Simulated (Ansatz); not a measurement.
According to DFT-r²SCAN in the program Ansatz with PAW potentials, SiC in the cubic phase (Pm-3n; Si on 6c, C on 6d) relaxes to a = 5.322 Å. Against the elements it lies at -43 meV/atom, with no fitted shifts.

The Kohn–Sham gap is 2.10 eV (indirect). The valence maximum lies at Γ and the conduction minimum on the Γ–X line, 75 % of the way from Γ (6 equivalent valleys). HSE06 on the same cell gives 2.85 eV. The electron mass is 0.35, 0.35, 0.47 mₑ (principal values).

The bulk modulus is 178 GPa. The relaxed-ion elastic constants in GPa are C11 = 412, C12 = 61.5, C44 = 88.7. The elastic constants imply a Debye temperature near 943 K. Bader charges are Si +2.88, C -2.88 e.

The start of the workflow was typed in or built on a structure type; neither database checked (COD, Materials Project) lists it. It is not the phase usual at ambient conditions (space group No. 186, 216). The r²SCAN relaxation kept the symmetry of its start; its stability against distortions is not shown here. The references are the lowest solids computed at this level, not always the standard phases.

Potentials: the later of the program's two PAW sets.
